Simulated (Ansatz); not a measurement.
AlRu$_{3}$N (anti-perovskite, space group No. 221) at seven volumes, DFT-PBEsol in the program Ansatz with PAW potentials, scaled uniformly. One row is withheld.

| V (Å³/atom) | P (GPa) |
|---|---|
| 11.283 | ? |
| 11.655 | 20.05 |
| 12.027 | 9.18 |
| 12.399 | 0.00 |
| 12.771 | -7.75 |
| 13.143 | -14.29 |
| 13.515 | -19.80 |

Problem. Fit the shown pressures and predict the withheld one.

Solution. Third-order Birch–Murnaghan: P = (3/2)B₀(x^(7/2) − x^(5/2))[1 + (3/4)(B′ − 4)(x − 1)] with x = (V₀/V)^(2/3). Least squares on the six rows gives V₀ = 12.399 Å³/atom, B₀ = 280.6 GPa, B′ = 4.65. At V = 11.283, x = 1.0649 and P = 32.98 GPa. The run itself gave 32.91 GPa.

Space group Pm-3m (anti-perovskite). The start of the workflow was typed in or built on a structure type; neither database checked (COD, Materials Project) lists it. Its standing as an ambient phase is unchecked. The PBEsol relaxation kept the symmetry of its start; its stability against distortions is not shown here. The workflow began spin-polarised and lost its moments.

Potentials: the earlier of the program's two PAW sets. The files were generated under PBE; for other functionals the program regenerates the frozen cores, and for LDA and PBEsol the local potential too.
